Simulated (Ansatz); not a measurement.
LaAsO3:
```yaml
crystal:
  lattice:
    - [4.39095, 0.00000, 0.00000]
    - [0.00000, 5.28733, 0.00000]
    - [-1.65232, 0.00000, 5.95344]
  atoms:
    - { symbol: La, position: [0.33484, 0.75000, 0.70144] }
    - { symbol: La, position: [0.66516, 0.25000, 0.29856] }
    - { symbol: As, position: [0.07765, 0.75000, 0.14273] }
    - { symbol: As, position: [0.92235, 0.25000, 0.85727] }
    - { symbol: O, position: [0.66497, 0.75000, 0.11762] }
    - { symbol: O, position: [0.33503, 0.25000, 0.88238] }
    - { symbol: O, position: [0.19310, 0.50087, 0.34202] }
    - { symbol: O, position: [0.80690, 0.49913, 0.65798] }
    - { symbol: O, position: [0.80690, 0.00087, 0.65798] }
    - { symbol: O, position: [0.19310, 0.99913, 0.34202] }
```

PBEsol (plane waves, PAW; program Ansatz) gives a gap of 2.61 eV without spin–orbit coupling, maximum on the A–E line, 16 % of the way from A, minimum on the A–E line, 46 % of the way from A.

**Question.** What happens when spin–orbit coupling is switched on?

**Answer.** The gap is nearly the same, to 2.61 eV; maximum on the A–E line, 16 % of the way from A, minimum on the A–E line, 46 % of the way from A.

**Question.** Give the electron effective mass with spin–orbit coupling.

**Answer.** 0.77, 0.77, 1.4 mₑ (principal values).

Space group P2_1/m. The workflow started from a Materials Project entry (that database holds measured and hypothetical structures alike); the Crystallography Open Database copy checked does not list it. Whether it is the stable phase at ambient conditions was not checked. The PBEsol relaxation kept the symmetry of its start; whether a distortion lowers the energy is not shown.

Potentials: the later of the program's two PAW sets.
